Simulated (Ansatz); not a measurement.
SrSi:
```yaml
crystal:
  lattice:
    - [2.41633, -5.65200, 0.00000]
    - [2.41633, 5.65200, 0.00000]
    - [0.00000, 0.00000, 4.05323]
  atoms:
    - { symbol: Sr, position: [0.36166, 0.63834, 0.75000] }
    - { symbol: Sr, position: [0.63834, 0.36166, 0.25000] }
    - { symbol: Si, position: [0.06378, 0.93622, 0.75000] }
    - { symbol: Si, position: [0.93622, 0.06378, 0.25000] }
```

Relaxed with r²SCAN. Special points in fractions of this cell's reciprocal vectors: Γ (0.000, 0.000, 0.000); Y (-0.500, 0.500, 0.000); C0 (-0.296, 0.704, 0.000); Σ0 (0.296, 0.296, 0.000); Z (0.000, 0.000, 0.500); A0 (0.296, 0.296, 0.500); E0 (-0.296, 0.704, 0.500); T (-0.500, 0.500, 0.500); S (0.000, 0.500, 0.000); R (0.000, 0.500, 0.500).

### Question
List the band energies nearest the Fermi level at these points for r²SCAN in the plane-wave PAW code Ansatz.

### Answer
In eV from the Fermi level; about four levels below and three above (degenerate sets whole), none deeper than 8.9 eV; points with the same levels are listed once.

```csv
k,below,above
Γ,-2.58 -2.43 -2.17 -0.51,0.89 1.09 2.68
Y,-2.25 -1.25 -0.28 -0.15,1.76 2.05 2.20
C0,-3.90 -2.46 -1.36 -1.33,0.71 1.37 1.90
Z,-1.77 -1.77 0.00 0.00,2.95 2.95 4.09 4.09
A0,-3.02 -3.02 -1.79 -1.79,0.77 0.77 3.00 3.00
T,-3.32 -3.32 -1.49 -1.49,1.16 1.16 2.30 2.30
S,-3.88 -2.46 -2.04 -1.03,0.84 1.55 1.74
R,-2.86 -2.86 -1.87 -1.87,0.53 0.53 3.76 3.76
```

Space group Cmcm. The first step of the workflow began from a Materials Project structure, measured or hypothetical; the Crystallography Open Database files this formula in space group No. 63, but the cells were not matched. Its standing as an ambient phase is unchecked. The r²SCAN relaxation kept the symmetry of its start; whether a distortion lowers the energy is not shown. Scalar-relativistic: spin–orbit coupling is off unless named, which matters more the heavier the elements.

Potentials: the later of the program's two PAW sets.
